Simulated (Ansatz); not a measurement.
Bi2W: one input, then a changed one

The cell is built from the fluorite type as a first guess.

First run: DFT, PBE, PAW with Ansatz's default frozen-core files, scalar-relativistic (Ansatz 0.2.0).

Command: `ansatz run input.yaml --threads 1 --pin off --max-ram 3072MiB --backend cpu --events-out ev --progress --plain --runs-dir out` The run took 20 s on 1 thread of Intel(R) Xeon(R) Platinum 8488C (Sapphire Rapids), on a shared host.

```yaml
crystal:
  lattice:
    - [0.0, 3.4039354034, 3.4039354034]
    - [3.4039354034, 0.0, 3.4039354034]
    - [3.4039354034, 3.4039354034, 0.0]
  atoms:
    - { symbol: W, position: [0.0, 0.0, 0.0] }
    - { symbol: Bi, position: [0.25, 0.25, 0.25] }
    - { symbol: Bi, position: [0.75, 0.75, 0.75] }
kpoints:
  mp_grid: { grid: [10, 10, 10] }
scf:
  occupations: { method: fermi_dirac, width: 0.08 }
hamiltonian:
  xc: pbe
  pseudopotentials: { kind: paw }
output:
  forces: true
  stress: true
relax:
  f_tol: 0.005
  max_steps: 80
  cell: {}
```

Result: converged; relaxed volume 27.244 Å³/atom; 31 SCF iterations in all.

Spin–orbit coupling is left out, though it moves levels of the heavy atoms by tenths of an eV or more.

A second input differs as follows:

```diff
@@ -9,7 +9,8 @@
     - { symbol: Bi, position: [0.75, 0.75, 0.75] }
 kpoints:
-  mp_grid: { grid: [10, 10, 10] }
+  mp_grid: { grid: [1, 1, 1] }
 scf:
   occupations: { method: fermi_dirac, width: 0.08 }
+  max_iter: 60
 hamiltonian:
   xc: pbe
```

**Question.** What is wrong with it, and what does the program do?

**Answer.** The fault is one k-point for a small cell. The run converged; energy at zero smearing +2269.9 meV/atom from the first run; relaxed volume 29.596 Å³/atom; 39 SCF iterations in all. Such numbers aren't properties of the crystal. The log ends:
```
    - [3.5408415264552153, 9.553822072057021e-35, 3.5408415264552153]
    - [3.5408415264552153, 3.5408415264552153, 4.276423536147513e-50]
  atoms:
    - { symbol: W, position: [2.0804757071606872e-34, -1.9233104043821615e-34, -5.12751812777749e-35] }
    - { symbol: Bi, position: [0.25, 0.25, 0.25] }
    - { symbol: Bi, position: [0.75, 0.75, 0.75] }
```
